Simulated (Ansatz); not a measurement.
Y (hcp, Mg type)

```
Y
1.0
    7.31128     0.00000     0.00000
   -1.82782     3.16588     0.00000
    3.65564     0.00000     5.67870
Y
4
Direct
  0.79167   0.66667   0.75000
  0.29167   0.66667   0.75000
  0.20833   0.33333   0.25000
  0.70833   0.33333   0.25000
```

The atoms are displaced by Q × the pattern below (from a DFPT mode at L = (0.5, 0.0, 0.5), largest move 1; Q in Å), at fixed cell. It is one choice among 2 degenerate patterns. (q is in reciprocal vectors of the primitive cell; the cell shown is doubled to hold the pattern.)

```json
[
 {"atom": "Y1", "x": "-0.866", "y": "-0.500", "z": "0.000"},
 {"atom": "Y2", "x": "0.866", "y": "0.500", "z": "0.000"},
 {"atom": "Y3", "x": "0.000", "y": "0.000", "z": "-0.448"},
 {"atom": "Y4", "x": "0.000", "y": "0.000", "z": "0.448"}
]
```

Calculation: PBE (plane waves to 420 eV, PAW, scalar-relativistic; Ansatz, a first-principles code). k mesh 15×15×15 (Γ-centred), Fermi-Dirac smearing 0.05 eV. E stands for the smeared free energy. With partly filled bands, energies and forces of such displacements shift with the k mesh and the smearing. Y is run without spin polarisation. Y was relaxed with its symmetry unable to fall. ΔE is measured from the undisplaced structure. The last digit holds for this mesh only.

| Q (Å) | ΔE (meV/cell) |
|---|---|
| -0.180 | 238.6 |
| -0.150 | 163.0 |
| -0.120 | withheld |
| -0.090 | 57.2 |
| -0.060 | 25.2 |
| -0.030 | 6.3 |
| 0.000 | 0.0 |
| 0.030 | 6.3 |
| 0.060 | 25.2 |
| 0.090 | 57.2 |
| 0.120 | withheld |
| 0.150 | 163.0 |
| 0.180 | 238.6 |

### Question
Fit an even polynomial form (powers 2, 4) to the given rows and predict ΔE at Q = 0.120.

### Answer
Least squares on the 11 given rows: ΔE = (6965)·Q² + (12320)·Q⁴, in meV/cell with Q in Å; root-mean-square residual 0.03 meV/cell. At 0.120 the fit gives 102.9 meV/cell; the calculation gives 102.8 meV/cell, so the interpolation is off by 0.1 (+0.1 %). The quadratic term alone would give 100.3 meV/cell.

(A displaced cell: forces are minus the slopes of the energy, force constants its curvatures, and phonons follow from these.)
